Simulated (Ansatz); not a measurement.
AlIr: a sublattice moved along a line

Level of theory: Ansatz 0.2.0, DFT PBEsol, scalar-relativistic, plane waves, PAW. Settings: plane waves to 420 eV, k-mesh 16×16×16 (Γ-centred), Gaussian smearing 0.15 eV. Spin–orbit coupling is left out, which can shift energies with elements as heavy as these. No spin polarisation. Energies are free energies at this smearing, counted from the undisturbed cell; pressure is positive in compression.

Reference structure (as given, not relaxed at this level; it stands at -1.3 GPa, and it needn't be the usual structure):

```
Al Ir
1.0
     2.99455    0.00000    0.00000
     0.00000    2.99455    0.00000
     0.00000    0.00000    2.99455
Al Ir
1 1
Direct
  0.00000 0.00000 0.00000
  0.50000 0.50000 0.50000
```

Every Ir atom is moved by x along the Cartesian unit vector (0.000, 0.000, 1.000); the cell and all other atoms stay fixed. The cell is metallic on the mesh throughout.

```csv
x (Å),ΔE (meV/cell)
-0.3000,329.8
-0.1500,81.7
0.0000,0.0
0.0375,5.1
0.0750,20.4
0.1125,45.9
0.1875,127.9
0.2250,184.6
0.2625,251.9
```

Task: Predict the force along x on the moved atoms (eV/Å) at each point.

Result:
```
  x (Å) force along x on the moved atoms (eV/Å)
-0.3000                                     2.22
-0.1500                                     1.09
 0.0000                                     0.00
 0.0375                                    -0.27
 0.0750                                    -0.54
 0.1125                                    -0.82
 0.1875                                    -1.37
 0.2250                                    -1.65
 0.2625                                    -1.94
```